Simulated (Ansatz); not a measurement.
LaSb:
```
CELL_PARAMETERS angstrom
      0.00000     3.28175     3.28175
      3.28175     0.00000     3.28175
      3.28175     3.28175     0.00000
ATOMIC_POSITIONS crystal
  La 0.00000 0.00000 0.00000
  Sb 0.50000 0.50000 0.50000
```

Relaxed with r²SCAN. Special points in fractions of this cell's reciprocal vectors: Γ (0.000, 0.000, 0.000); X (0.500, 0.000, 0.500); U (0.625, 0.250, 0.625); K (0.375, 0.375, 0.750); L (0.500, 0.500, 0.500); W (0.500, 0.250, 0.750).

Q: List the band energies nearest the Fermi level at these points for r²SCAN with spin–orbit coupling in the plane-wave PAW code Ansatz.

A: In eV from the Fermi level; about four levels below and three above (degenerate sets whole), none deeper than 8.9 eV; points with the same levels are listed once.

```csv
k,below,above
Γ,-0.34 -0.34,0.25 0.25 0.25 0.25
X,-0.24 -0.24 -0.08 -0.08,2.24 2.24 2.25 2.25
U,-1.67 -1.67 -1.16 -1.16,1.19 1.19 2.21 2.21
L,-1.92 -1.92 -1.68 -1.68,2.02 2.02 2.19 2.19
W,-1.51 -1.51 -1.51 -1.51,1.88 1.88 1.88 1.88
```

Space group Fm-3m (rock salt). The workflow started from an entry of the Crystallography Open Database (COD). Its standing as an ambient phase is unchecked. Symmetry was held in the r²SCAN relaxation; whether a distortion lowers the energy is not shown. A small band overlap can be real or an error of a semilocal functional.

Potentials: the later of the program's two PAW sets.
